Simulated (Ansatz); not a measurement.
The relaxed structure here is a generated cell of B6O: the first start was made by a random draw of sites in a space group, and the end was not matched to a known phase here, so it may be hypothetical.

One starting cell of B6O (a randomly generated symmetric cell of B6O (space group No. 157)) was relaxed twice with Ansatz (plane waves, PAW, scalar-relativistic): with r2SCAN at 500 eV and with PBE at 420 eV. The r2SCAN result:

```yaml
crystal:
  lattice:
    - [4.62003, 0.00000, 0.00000]
    - [-2.31001, 4.00106, 0.00000]
    - [0.00000, 0.00000, 2.66285]
  atoms:
    - { symbol: B, position: [0.33333, 0.66667, 0.50000] }
    - { symbol: B, position: [0.66667, 0.33333, 0.50000] }
    - { symbol: B, position: [0.50000, 0.00000, 0.00000] }
    - { symbol: B, position: [0.00000, 0.50000, 0.00000] }
    - { symbol: B, position: [0.50000, 0.50000, 0.00000] }
    - { symbol: B, position: [0.00000, 0.00000, 0.00000] }
    - { symbol: O, position: [0.00000, 0.00000, 0.50000] }
```

```tsv
quantity	r2SCAN	PBE
space group	P6/mmm	P6/mmm
volume (Å³/atom)	7.03	(withheld)
a (Å)	4.620	(withheld)
c (Å)	2.663	(withheld)
gap (eV, no spin-orbit coupling)	0.00	(withheld)
```

Q: Fill in the PBE column.

A: 
- volume (Å³/atom), PBE: 7.05
- a (Å), PBE: 4.613
- c (Å), PBE: 2.677
- gap (eV, no spin-orbit coupling), PBE: 0.00

Both levels end in the same structure; PBE's volume is within 0.5 % of r2SCAN's. Neither column is exact.

No spin polarisation in the result.

The run could not lose the symmetry of its start, so the end can be a saddle point.

Ansatz is a quantum-chemistry and plane-wave program.
